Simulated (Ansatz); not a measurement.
Input and command of a calculation in Ansatz (plane waves; scalar-relativistic PAW potentials unless the input names others):

```yaml
crystal:
  lattice:
    - [4.81778756, 0.0, 0.0]
    - [0.0, 4.81778756, 0.0]
    - [0.0, 0.0, 4.81778756]
  atoms:
    - { symbol: Tl, position: [0.0, 0.0, 0.0] }
    - { symbol: Cu, position: [0.5, 0.5, 0.5], spin: 0.44 }
    - { symbol: Cl, position: [0.0, 0.5, 0.5] }
    - { symbol: Cl, position: [0.5, 0.0, 0.5] }
    - { symbol: Cl, position: [0.5, 0.5, 0.0] }
basis:
  ecutwfc: 500
kpoints:
  mp_grid: { grid: [8, 8, 8] }
hamiltonian:
  xc: r2scan
scf:
  occupations: { method: gaussian, width: 0.1 }
  mixing: { algorithm: broyden, beta: 1.5, ndim: 1, preconditioner: none }
  max_iter: 80
output:
  forces: true
  eigenvalues: true
  stress: true
magnetization:
  spin_polarized: true
```

```bash
ansatz run input.yaml --threads 1 --pin off --max-ram 2560MiB --backend cpu --events-out ev --progress --plain --runs-dir out
```

**Question.** What will the program do with this input?

**Answer.** The program refuses it, because of mixing far too strong (scf.mixing: not typed → {"algorithm": "broyden", "beta": 1.5, "ndim": 1, "preconditioner": "none"}). Without that key it is accepted.

Abridged log:
```
Error: invalid value for `scf.mixing.beta`: must be finite and in (0, 1]; got 1.5
```